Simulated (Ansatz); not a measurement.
ZrTi$_{5}$C$_{6}$: relaxed-ion elastic tensor

Method: DFT PBE, scalar-relativistic, plane waves, PAW (Ansatz). Plane waves to 420 eV; Γ-centred k mesh 12×12×4; Fermi-Dirac smearing of 0.15 eV. No spin polarisation.

The cell, relaxed at this level:
```yaml
crystal:
  lattice:
    - [3.12386, 0.00000, 0.00000]
    - [0.00000, 3.12386, 0.00000]
    - [0.00000, 0.00000, 13.18304]
  atoms:
    - { symbol: Zr, position: [0.00000, 0.00000, 0.00000] }
    - { symbol: Ti, position: [0.00000, 0.00000, 0.66263] }
    - { symbol: Ti, position: [0.50000, 0.50000, 0.82516] }
    - { symbol: Ti, position: [0.50000, 0.50000, 0.17484] }
    - { symbol: Ti, position: [0.00000, 0.00000, 0.33737] }
    - { symbol: Ti, position: [0.50000, 0.50000, 0.50000] }
    - { symbol: C, position: [0.00000, 0.00000, 0.82462] }
    - { symbol: C, position: [0.50000, 0.50000, 0.00000] }
    - { symbol: C, position: [0.00000, 0.00000, 0.17538] }
    - { symbol: C, position: [0.50000, 0.50000, 0.33671] }
    - { symbol: C, position: [0.00000, 0.00000, 0.50000] }
    - { symbol: C, position: [0.50000, 0.50000, 0.66329] }
```

It was reached by relaxing an invented guess, and it needn't be the stable form of this composition. In a metal, frequencies and elastic constants depend on the k mesh and the smearing, soft modes and shear constants most.

Q: Give the relaxed-ion elastic constants (GPa, Voigt order xx yy zz yz xz xy, on the Cartesian axes of the cell above).

A:
C11 = 466.3, C12 = 135.8, C13 = 113.3, C22 = 466.3, C23 = 113.3, C33 = 497.0, C44 = 162.4, C55 = 162.4, C66 = 180.9 GPa; the others vanish.

Q: Is the crystal stable against homogeneous strain?

A: Yes: the least eigenvalue of the tensor is 162.4 GPa.

Q: And the moduli of a polycrystal (Hill averages)?

A: B = 239 GPa, G = 172 GPa, E = 416 GPa, ν = 0.21.
